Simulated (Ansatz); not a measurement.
BeSnP2: from a migration barrier to a jump rate

Level of theory: DFT PBEsol, scalar-relativistic, plane waves, PAW (Ansatz 0.2.0). Settings: plane waves to 420 eV, k-mesh 4×4×4 (Γ-centred), Gaussian smearing 0.05 eV. No spin polarisation.

In a supercell of 16 sites an atom of Be jumps into a neighbouring Be vacancy, a = 3.81 Å from site to site in the perfect crystal, in a neutral cell. A nudged elastic band with 3 inner images puts the highest image 1.237 eV above the start and 1.237 eV above the end. Take it as the barrier; the order of the saddle wasn't checked, and the cell is small.

With an assumed attempt frequency of 10¹³ s⁻¹, how often does the jump happen, and how fast does the vacancy diffuse?

Transition-state theory gives Γ = ν exp(−E/k_BT), and one such jump direction contributes Γa²/6 to the vacancy's diffusion coefficient averaged over directions:

| T (K) | E/k_BT | Γ (1/s) | Γa²/6 (cm²/s) |
| --- | --- | --- | --- |
| 300 | 47.8 | 1.7 × 10^-8 | 4.0 × 10^-24 |
| 600 | 23.9 | 4.1 × 10^2 | 9.9 × 10^-14 |
| 1000 | 14.4 | 5.8 × 10^6 | 1.4 × 10^-9 |
| 1500 | 9.6 | 7.0 × 10^8 | 1.7 × 10^-7 |

The rate reaches one jump a second at T = E/(k_B ln 10¹³) = 480 K. The number of equivalent jumps multiplies D if they link up through the crystal; a hop between two sites alone gives no long-range diffusion, which then waits on a higher barrier. In either case the atoms' own diffusion carries the vacancy concentration and a correlation factor besides. Rows above the melting point are formal, and so are rows where E/k_BT falls under about 3, since the theory needs rare jumps.

How much does an error of 0.1 eV in the barrier matter?

It multiplies the rate by exp(0.1 eV/k_BT): 48 at 300 K and 3.2 at 1000 K, more than the usual doubt about ν at low temperature.